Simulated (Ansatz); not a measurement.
# Sensitivity of the gradients in Mg₂ScMn₃S₈ to the input

Cell: a computed structure from the Materials Project (it need not be an observed phase), taken as it stands.

Space group R-3m:H (No. 166); a = 7.3689, c = 18.0347 Å, γ = 120.00°.

| site | Wyckoff | site symmetry | x | y | z |
| --- | --- | --- | --- | --- | --- |
| Mg | 6c | 3m | 0.0000 | 0.0000 | 0.8748 |
| Sc | 3b | -3m | 0.0000 | 0.0000 | 0.5000 |
| Mn | 9e | .2/m | 0.1667 | 0.3333 | 0.3333 |
| S7 | 6c | 3m | 0.0000 | 0.0000 | 0.7385 |
| S8 | 18h | .m | 0.8448 | 0.6895 | 0.4083 |

One atom of each set is listed; the run and its k-mesh use a cell of 14 atoms with edges of 7.36, 7.36, 7.36 Å.

Reference run. The numbers come from a DFT calculation in Ansatz (PBE, plane waves and PAW, scalar-relativistic, collinear spin, 420 eV cutoff, Γ-centred 6×6×6 k-points, Fermi–Dirac smearing 0.05 eV). Start moments as typed (μB): 4 on each Mn, none on the rest.

(1) The input is changed as follows: `scf.mixing.algorithm`: not typed → broyden; `scf.mixing.beta`: not typed → 0.5; `scf.occupations.method`: fermi_dirac → methfessel_paxton; `scf.occupations.width`: 0.05 → 0.1. What happens to V_zz (10²¹ V/m²) and η?

Results:

(1) 

```csv
site,V_zz reference,η reference,V_zz changed,η changed
Mg,-0.33,0.00,-0.33,0.00
Sc,-1.02,0.00,-1.02,0.00
Mn,-0.97,0.91,-1.06,0.84
S7,-2.17,0.00,-2.19,0.00
S8,-5.98,0.52,-6.00,0.52
```

The largest change of V_zz is on Mn, from -0.97 to -1.06. In per cent, |V_zz| changes by 0 to +1 on S (all sites that start above 2). SCF iterations: 14 and 15. New warnings: stability check not made.

On the reference run: With no gap above 0.1 eV, as in a metal, the gradients converge slowly in k; expect changes of a tenth or more on a denser mesh. Semilocal functionals can leave a metal where correlation in the d or f shell opens a gap in the real compound, and that would change the values at and beside Mn. All moments are parallel here, as the start or the cell imposes; many such compounds order antiparallel, where fields and spin densities carried over to other atoms largely cancel. The magnetic order is the one that the run reached from its start moments, not necessarily the measured one.
